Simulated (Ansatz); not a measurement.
MgTe:
```
CELL_PARAMETERS angstrom
      0.00000     3.25470     3.25470
      3.25470     0.00000     3.25470
      3.25470     3.25470     0.00000
ATOMIC_POSITIONS crystal
  Mg 0.00000 0.00000 0.00000
  Te 0.25000 0.25000 0.25000
```

Relaxed with PBE. Special points in fractions of this cell's reciprocal vectors: Γ (0.000, 0.000, 0.000); X (0.500, 0.000, 0.500); U (0.625, 0.250, 0.625); K (0.375, 0.375, 0.750); L (0.500, 0.500, 0.500); W (0.500, 0.250, 0.750).

Problem. List the band energies nearest the valence-band maximum at these points for the program Ansatz at the PBE level (PAW).

Solution. In eV from the valence-band maximum; about four levels below and three above (degenerate sets whole), none deeper than 8.9 eV; points with the same levels are listed once.

```
k              below                above
-  -----------------  -------------------
Γ     0.00 0.00 0.00  2.33 5.44 5.44 5.44
X  -2.97 -1.14 -1.14  2.88 3.53 9.49 9.49
U  -2.73 -1.87 -0.92       3.47 5.17 7.81
L  -3.13 -0.40 -0.40       3.17 5.52 5.52
W  -2.63 -1.81 -1.39       4.58 5.53 6.14
```

Space group F-43m (zinc blende). Symmetry was held in the PBE relaxation. Scalar-relativistic: spin–orbit coupling is off unless named, which matters more the heavier the elements.

Potentials: the later of the program's two PAW sets.
